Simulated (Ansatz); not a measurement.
CdTe:
Space group F-43m (No. 216); a = b = c = 6.5578 Å, α = β = γ = 90.00°

```
atom  site  symmetry       x       y       z
----  ----  --------  ------  ------  ------
Te      4c      -43m  0.2500  0.2500  0.2500
Cd      4a      -43m  0.0000  0.0000  0.0000
```
(The calculation used a cell of 2 atoms; values per cell refer to that cell.)

Relaxed with r²SCAN.

Q: Tabulate the valence density and the electron localisation function along the shortest Te–Cd contact (2.84 Å), plane-wave PAW r²SCAN (Ansatz code).

A: 

```tsv
distance from Te (Å)	density (e/Å³)	ELF
0.28	12.92	0.01
0.43	8.59	0.05
0.57	4.64	0.17
0.71	2.05	0.36
0.85	0.97	0.49
0.99	0.67	0.58
1.14	0.51	0.67
1.28	0.40	0.68
1.42	0.34	0.52
1.56	0.32	0.27
1.70	0.38	0.16
1.85	0.62	0.19
1.99	1.34	0.31
2.13	3.20	0.43
2.27	6.88	0.54
2.41	12.44	0.66
2.56	18.93	0.79
```

The density is the valence pseudo-density with augmentation charge, so density and ELF within about 1 Å of a nucleus are not all-electron values.

Symmetry was held in the r²SCAN relaxation; of distortions, only those at the zone centre were tested. Spin–orbit coupling is left out wherever it is not named.

Potentials: the later of the program's two PAW sets.
